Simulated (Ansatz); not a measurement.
This cell of SrTl (CsCl type) is off equilibrium:

```
SrTl
1.0
    7.89755     0.00000     0.00000
    3.94878     3.94878     0.00000
    3.94878     0.00000     3.94878
Sr Tl
2 2
Direct
  0.98481   0.00000   0.03039
  0.51519   0.00000   0.96961
  0.75000   0.50000   0.50000
  0.25000   0.50000   0.50000
```

Method: LDA (plane waves to 420 eV, PAW, scalar-relativistic; Ansatz, an electronic-structure program). k mesh 12×12×12 (Γ-centred), Fermi-Dirac smearing 0.05 eV. Stress and pressure are positive under compression. With partly filled bands, energies and forces of such displacements shift with the k mesh and the smearing. Spin-orbit coupling is left out, though Tl is heavy. SrTl was relaxed with its symmetry unable to fall.

Problem. Predict the force on every atom, in eV/Å.

Solution. 
```json
[
 {"atom": "Sr1", "Fx": "0.000", "Fy": "0.000", "Fz": "-0.503"},
 {"atom": "Sr2", "Fx": "0.000", "Fy": "0.000", "Fz": "0.503"},
 {"atom": "Tl3", "Fx": "0.000", "Fy": "0.000", "Fz": "0.000"},
 {"atom": "Tl4", "Fx": "0.000", "Fy": "0.000", "Fz": "0.000"}
]
```

(For displaced atoms, the force is minus the slope of the energy, and its curvature is a force constant, which sets phonon frequencies.)
